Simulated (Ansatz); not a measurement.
Put Ta3H8 in Pm-3m (No. 221): Ta on 3d; H on 8g.

The calculation used Ansatz 0.2.0, DFT PBE, scalar-relativistic, plane waves, PAW. Cutoff 420 eV, Γ-centred mesh, Gaussian smearing, no spin polarisation.

The zero of energy is the elements' standard structures at the same level (H₂ as a molecule); no fitted shifts are applied.

Task: Give the relaxed lattice parameters and positions.

Result:

Space group Pm-3m (No. 221). a = 4.398 Å, b = 4.398 Å, c = 4.398 Å, α = 90.00°, β = 90.00°, γ = 90.00°
```csv
atom,site,symmetry,x,y,z
Ta,3d,4/mm.m,0.5000,0.0000,0.0000
H,8g,.3m,0.7328,0.7328,0.7328
```

Around Ta lie 8 H at 1.95 Å and 8 Ta at 3.11 Å; H is surrounded by 3 Ta at 1.95 Å, 3 H at 2.05 Å and 3 H at 2.35 Å. Another local minimum with the same sites may exist.

Task: And its energy and gap?

Result: The formation energy is −0.10 eV/atom and the gap on the 8×8×8 mesh of the 11-atom cell is 0 eV (a metal). A negative formation energy is needed for stability but isn't enough: competing phases decide.

The last run used Gaussian smearing of 0.10 eV. Spin–orbit coupling, which can matter for Ta, is left out. The cell is a metal run without spin; a magnetic state may lie lower. With hydrogen, zero-point motion can shift formation energies by some tens of meV/atom. A structure relaxed within its symmetry needn't be a true minimum.
